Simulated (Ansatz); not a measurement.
GaAs:
```
GaAs
1.0
    6.96101     0.00000     0.00000
    0.00000     6.96101     0.00000
    0.00000     0.00000     6.96101
Ga As
8 8
Direct
  0.34268   0.34268   0.34268
  0.65732   0.65732   0.65732
  0.15732   0.65732   0.84268
  0.84268   0.34268   0.15732
  0.84268   0.15732   0.65732
  0.15732   0.84268   0.34268
  0.65732   0.84268   0.15732
  0.34268   0.15732   0.84268
  0.14256   0.14256   0.14256
  0.85744   0.85744   0.85744
  0.35744   0.85744   0.64256
  0.64256   0.14256   0.35744
  0.64256   0.35744   0.85744
  0.35744   0.64256   0.14256
  0.85744   0.64256   0.35744
  0.14256   0.35744   0.64256
```

Relaxed with r²SCAN. Special points in fractions of this cell's reciprocal vectors: Γ (0.000, 0.000, 0.000); X (0.000, 0.500, 0.000); M (0.500, 0.500, 0.000); R (0.500, 0.500, 0.500); X1 (0.500, 0.000, 0.000).

Question: List the band energies nearest the Fermi level at these points for the program Ansatz at the r²SCAN with spin–orbit coupling level (PAW).

Answer: In eV from the Fermi level; about four levels below and three above (degenerate sets whole), none deeper than 8.9 eV; points with the same levels are listed once.

```
k                                below                                    above
-  -----------------------------------  ---------------------------------------
Γ              -0.29 -0.29 -0.27 -0.27                      0.00 0.00 0.00 0.00
X              -0.83 -0.83 -0.83 -0.83                      0.44 0.44 0.44 0.44
M              -1.35 -1.35 -1.35 -1.35                      1.07 1.07 1.07 1.07
R  -2.49 -2.49 -2.49 -2.49 -2.49 -2.49  2.05 2.05 2.12 2.12 2.12 2.12 2.12 2.12
```

Space group Pa-3. The first step of the workflow began from a Materials Project structure, measured or hypothetical; the Crystallography Open Database copy checked does not list it. It is not the phase usual at ambient conditions (space group No. 216). The cell was relaxed with r²SCAN under the symmetry of its start; whether a distortion lowers the energy is not shown. The Fermi level of a semimetal is unsure by some 0.05 eV on such meshes.

Potentials: the later of the program's two PAW sets.
